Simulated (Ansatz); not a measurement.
# LaN: computed property card

LaN:
```xyz
8
Lattice="10.6289 0.0000 0.0000 0.0000 3.7599 0.0000 0.0000 0.0000 3.7573" Properties=species:S:1:pos:R:3 pbc="T T T"
La     1.3163     0.9400     0.9792
La     3.9981     2.8199     2.8578
La     9.3126     2.8199     2.7781
La     6.6308     0.9400     0.8995
N      9.3495     0.9400     1.0323
N      6.5938     2.8199     2.9109
N      1.2794     2.8199     2.7249
N      4.0351     0.9400     0.8463
```

Space group Pnma (No. 62); conventional cell a = 10.629 Å, b = 3.760 Å, c = 3.757 Å, α = 90.00°, β = 90.00°, γ = 90.00°.

Method: PBE (plane waves, PAW; program Ansatz). Structure relaxed to zero pressure with the same functional. Other levels are named where they apply.

### Cell and energy

```
Property                                                      Result
-----------------------------------------------------  -------------
Volume per atom                                             18.77 Å³
Density                                                   6.76 g/cm³
Formation energy from the elements (no fitted shifts)  -1.26 eV/atom
```

### Electronic structure

```
Quantity                                                                                                  Value
----------------------------------------  ---------------------------------------------------------------------
Band gap                                                                                     0.22 eV (indirect)
Valence-band maximum                                                                                       at Γ
Conduction-band minimum                   at T (k = 0.000, 0.500, 0.500 in fractions of the reciprocal vectors)
Smallest direct gap on the standard path                                                                0.34 eV
Hole effective mass                                                        0.30, 2.1, 2.1 mₑ (principal values)
Gap with spin–orbit coupling                                           0.17 eV (the band order may be inverted)
```

### Mechanics

```
Property                             Result
----------------------------------  -------
Bulk modulus (Birch–Murnaghan fit)  111 GPa
Pressure derivative B′                  9.0
```

The start of the workflow was typed in or built on a structure type; neither database checked (COD, Materials Project) lists it. COD files the formula under space group No. 225. Whether it is the stable phase at ambient conditions was not checked. The cell was relaxed with PBE under the symmetry of its start; its stability against distortions is not shown here. The references are the lowest solids computed at this level, not always the standard phases (solids in place of the gases). Scalar-relativistic: spin–orbit coupling is off unless named, which matters more the heavier the elements.

Potentials: the later of the program's two PAW sets.
